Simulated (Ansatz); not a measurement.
## K2PdC2 (P-3m1), one atom moved over a plane

These are results of DFT LDA, scalar-relativistic, plane waves, PAW (Ansatz 0.2.0), not measurements. Cutoff 420 eV, Γ-centred 6×6×6 k-points, Gaussian smearing of 0.05 eV. No spin polarisation. Energies are free energies at this smearing, counted from the undisturbed cell; pressure is positive in compression.

Reference structure (as given, not relaxed at this level; it stands at -2.6 GPa, and it needn't be the usual structure):

```yaml
crystal:
  lattice:
    - [5.11818, 0.00000, 0.00000]
    - [-2.55909, 4.43248, 0.00000]
    - [0.00000, 0.00000, 5.25814]
  atoms:
    - { symbol: K, position: [0.66667, 0.33333, 0.72020] }
    - { symbol: K, position: [0.33333, 0.66667, 0.27980] }
    - { symbol: Pd, position: [0.00000, 0.00000, 0.00000] }
    - { symbol: C, position: [0.00000, 0.00000, 0.62020] }
    - { symbol: C, position: [0.00000, 0.00000, 0.37980] }
```

Atom 1 (K) is moved by p along (0.707, 0.707, 0.000) and q along (0.000, 0.000, 1.000) (Å), all else fixed. Points are written (p, q).

Energy above the undisturbed cell in eV/cell (a dash: not computed):

| p \ q | -0.200 | 0.000 | 0.200 |
| --- | --- | --- | --- |
| -0.200 | ? | 0.04 | 0.05 |
| 0.000 | 0.02 | 0.00 | 0.01 |
| 0.200 | ? | 0.03 | – |

**Question.** Fill in the withheld energies.

**Answer.** (-0.200, -0.200): 0.06; (0.200, -0.200): 0.05.